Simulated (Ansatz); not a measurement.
Input, command and steps of an Ansatz relaxation.

```yaml
crystal:
  lattice:
    - [3.0295693914, 1.7491227036, 4.9004731992]
    - [-3.0295693914, 1.7491227036, 4.9004731992]
    - [0.0, -3.4982454073, 4.9004731992]
  atoms:
    - { symbol: Ti, position: [0.2497241165, 0.763628338, 0.2497241165] }
    - { symbol: Ti, position: [0.2497241165, 0.2497241165, 0.763628338] }
    - { symbol: Ti, position: [0.763628338, 0.2497241165, 0.2497241165] }
    - { symbol: Ti, position: [0.236371662, 0.7502758835, 0.7502758835] }
    - { symbol: Ti, position: [0.7502758835, 0.236371662, 0.7502758835] }
    - { symbol: Ti, position: [0.7502758835, 0.7502758835, 0.236371662] }
    - { symbol: Ti, position: [0.2442004766, 0.2442004766, 0.2442004766] }
    - { symbol: Ti, position: [0.7557995234, 0.7557995234, 0.7557995234] }
    - { symbol: C, position: [0.0, 0.0, 0.5] }
    - { symbol: C, position: [0.5, 0.0, 0.0] }
    - { symbol: C, position: [0.0, 0.5, 0.0] }
    - { symbol: C, position: [0.5, 0.5, 0.5] }
    - { symbol: C, position: [0.0, 0.0, 0.0] }
basis:
  ecutwfc: 500
kpoints:
  mp_grid: { grid: [6, 6, 6] }
hamiltonian:
  xc: r2scan
scf:
  occupations: { method: gaussian, width: 0.1 }
output:
  forces: true
  stress: true
  eigenvalues: true
  write_density: true
  write_potential: true
  elf: true
  volumetric_format: npy
relax:
  adjacent_minimum: "off"
  f_tol: 0.01
  max_steps: 30
  cell: { stress_tol: 0.1, fix: [volume] }
```

```bash
ansatz run input.yaml --threads 4 --pin off --max-ram 10240MiB --backend cpu --events-out ev --progress --plain --runs-dir out
```

Method: DFT r2SCAN, scalar-relativistic, plane waves, PAW in Ansatz.

The volume is held at 0.97 times that of the relaxed cell.

Of 5 frames 4 are shown, positions in Å and forces in eV/Å; the SCF threshold varies from step to step. Steps run on the plane waves of an earlier cell, with a Pulay correction in the pressure. The basis is chosen afresh for the last frame, the zero of the energies, and at times for earlier ones too; energy and pressure can step there, also at an unchanged geometry. Where two frames share a geometry here, they differ by under 2 meV/atom and 0.3 GPa.

```xyz
13
Lattice="3.0296 1.7491 4.9005 -3.0296 1.7491 4.9005 0.0000 -3.4982 4.9005" Properties=species:S:1:pos:R:3:forces:R:3 pbc="T T T" step=1 free_energy_over_end_meV_per_atom=1.17 pressure_GPa=6.83
Ti   -1.5569    0.8989    6.1897    0.1512   -0.0873   -0.2411
Ti    0.0000   -1.7978    6.1897    0.0000    0.1746   -0.2411
Ti    1.5569    0.8989    6.1897   -0.1512   -0.0873   -0.2411
Ti   -1.5569   -0.8989    8.5117    0.1512    0.0873    0.2411
Ti    1.5569   -0.8989    8.5117   -0.1512    0.0873    0.2411
Ti    0.0000    1.7978    8.5117    0.0000   -0.1746    0.2411
Ti    0.0000    0.0000    3.5901    0.0000    0.0000    0.3697
Ti    0.0000    0.0000   11.1113    0.0000    0.0000   -0.3697
C     0.0000   -1.7491    2.4502    0.0000    0.0000    0.0000
C     1.5148    0.8746    2.4502    0.0000    0.0000    0.0000
C    -1.5148    0.8746    2.4502    0.0000    0.0000    0.0000
C     0.0000    0.0000    7.3507    0.0000    0.0000    0.0000
C     0.0000    0.0000    0.0000    0.0000    0.0000    0.0000
13
Lattice="3.0340 1.7517 4.8863 -3.0340 1.7517 4.8863 0.0000 -3.5033 4.8863" Properties=species:S:1:pos:R:3:forces:R:3 pbc="T T T" step=2 free_energy_over_end_meV_per_atom=0.10 pressure_GPa=5.52
Ti   -1.5524    0.8963    6.1605   -0.0468    0.0270    0.0563
Ti    0.0000   -1.7926    6.1605    0.0000   -0.0540    0.0563
Ti    1.5524    0.8963    6.1605    0.0468    0.0270    0.0563
Ti   -1.5524   -0.8963    8.4984   -0.0468   -0.0270   -0.0563
Ti    1.5524   -0.8963    8.4984    0.0468   -0.0270   -0.0563
Ti    0.0000    1.7926    8.4984    0.0000    0.0540   -0.0563
Ti    0.0000    0.0000    3.5990    0.0000    0.0000   -0.1056
Ti    0.0000    0.0000   11.0600    0.0000    0.0000    0.1056
C     0.0000   -1.7517    2.4432    0.0000    0.0000    0.0000
C     1.5170    0.8758    2.4432    0.0000    0.0000    0.0000
C    -1.5170    0.8758    2.4432    0.0000    0.0000    0.0000
C     0.0000    0.0000    7.3295    0.0000    0.0000    0.0000
C     0.0000    0.0000    0.0000    0.0000    0.0000    0.0000
13
Lattice="3.0313 1.7501 4.8947 -3.0313 1.7501 4.8947 0.0000 -3.5003 4.8947" Properties=species:S:1:pos:R:3:forces:R:3 pbc="T T T" step=3 free_energy_over_end_meV_per_atom=0.01 pressure_GPa=5.79
Ti   -1.5526    0.8964    6.1733    0.0001   -0.0001    0.0051
Ti    0.0000   -1.7927    6.1733    0.0000    0.0001    0.0051
Ti    1.5526    0.8964    6.1733   -0.0001   -0.0001    0.0051
Ti   -1.5526   -0.8964    8.5108    0.0001    0.0001   -0.0051
Ti    1.5526   -0.8964    8.5108   -0.0001    0.0001   -0.0051
Ti    0.0000    1.7927    8.5108    0.0000   -0.0001   -0.0051
Ti    0.0000    0.0000    3.6007    0.0000    0.0000   -0.0169
Ti    0.0000    0.0000   11.0834    0.0000    0.0000    0.0169
C     0.0000   -1.7501    2.4474    0.0000    0.0000    0.0000
C     1.5157    0.8751    2.4474    0.0000    0.0000    0.0000
C    -1.5157    0.8751    2.4474    0.0000    0.0000    0.0000
C     0.0000    0.0000    7.3421    0.0000    0.0000    0.0000
C     0.0000    0.0000    0.0000    0.0000    0.0000    0.0000
13
Lattice="3.0322 1.7507 4.8919 -3.0322 1.7507 4.8919 0.0000 -3.5013 4.8919" Properties=species:S:1:pos:R:3:forces:R:3 pbc="T T T" step=5 free_energy_over_end_meV_per_atom=0.00 pressure_GPa=5.80
Ti   -1.5530    0.8966    6.1697    0.0005   -0.0003    0.0012
Ti    0.0000   -1.7933    6.1697    0.0000    0.0006    0.0012
Ti    1.5530    0.8966    6.1697   -0.0005   -0.0003    0.0012
Ti   -1.5530   -0.8966    8.5060    0.0005    0.0003   -0.0012
Ti    1.5530   -0.8966    8.5060   -0.0005    0.0003   -0.0012
Ti    0.0000    1.7933    8.5060    0.0000   -0.0006   -0.0012
Ti    0.0000    0.0000    3.5979    0.0000    0.0000    0.0026
Ti    0.0000    0.0000   11.0778    0.0000    0.0000   -0.0026
C     0.0000   -1.7507    2.4460    0.0000    0.0000    0.0000
C     1.5161    0.8753    2.4460    0.0000    0.0000    0.0000
C    -1.5161    0.8753    2.4460    0.0000    0.0000    0.0000
C     0.0000    0.0000    7.3379    0.0000    0.0000    0.0000
C     0.0000    0.0000    0.0000    0.0000    0.0000    0.0000
```

Time: 3 min on 4 threads of AMD EPYC (Zen 3), on a shared host, peak memory 1.2 GiB.